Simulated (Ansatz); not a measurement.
Problem. Each is relaxed and computed with DFT-r²SCAN in the program Ansatz with PAW potentials. Which is the only metal?
(A) Rb2P2Pd, Cmcm (Rb on 4c, Rb on 4c, P on 8g, Pd on 4a)
(B) SiC2N4, Pn-3m (Si on 2a, C on 4c, N on 8e)
(C) Y3Si3Pd2, Cmcm (Pearson symbol oS32)
(D) Cs2P2Pd, Cmcm (Cs on 4c, Cs on 4c, P on 8g, Pd on 4a)

Solution. C, Y3Si3Pd2, Cmcm (Pearson symbol oS32). Y3Si3Pd2: metal; Rb2P2Pd: gap 1.25 eV (indirect); Cs2P2Pd: gap 1.16 eV (indirect); SiC2N4: gap 4.82 eV. Standing as an ambient phase not checked: Y3Si3Pd2, Cmcm (Pearson symbol oS32); Rb2P2Pd, Cmcm (Rb on 4c, Rb on 4c, P on 8g, Pd on 4a); Cs2P2Pd, Cmcm (Cs on 4c, Cs on 4c, P on 8g, Pd on 4a); SiC2N4, Pn-3m (Si on 2a, C on 4c, N on 8e). All cells were relaxed under the symmetry of their starts (and spin orders); stability against distortions was not tested throughout. Rows with no word on spin ran without spin polarisation. Spin–orbit coupling is left out wherever it is not named.

Potentials: the later of the program's two PAW sets.
